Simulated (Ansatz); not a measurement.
Y2InCu2 in space group P4/mbm (No. 127; Y on 4h, In on 2a, Cu on 4g), PBE in the plane-wave PAW code Ansatz, all energies at zero smearing, with the estimated change up to a 700 eV cutoff added, with one set of potentials and settings (totals compare only within such a set). Cell of 10 atoms (4 Y, 2 In, 4 Cu): -53095.171 eV.

```json
[
 {"element": "Y", "reference phase": "P6_3/mmc, 2 atoms in the cell", "E (eV/atom)": "-3848.6668"},
 {"element": "In", "reference phase": "I4/mmm, 1 atoms in the cell", "E (eV/atom)": "-5597.8481"},
 {"element": "Cu", "reference phase": "Fm-3m, 1 atoms in the cell", "E (eV/atom)": "-6625.1757"}
]
```

Formation energy per atom, worked out: (-53095.171 − 4×(-3848.6668) − 2×(-5597.8481) − 4×(-6625.1757))/10 = -0.410 eV/atom (-40 kJ per mol of atoms), at 0 K, without zero-point energy or fitted corrections.

The workflow started from a Materials Project entry (that database holds measured and hypothetical structures alike); the Crystallography Open Database copy checked does not list it. Its standing as an ambient phase is unchecked. The cell was relaxed with PBE under the symmetry of its start; whether a distortion lowers the energy is not shown. No spin polarisation was allowed. The references are the lowest solids computed at this level, not always the standard phases.

Potentials: the later of the program's two PAW sets.
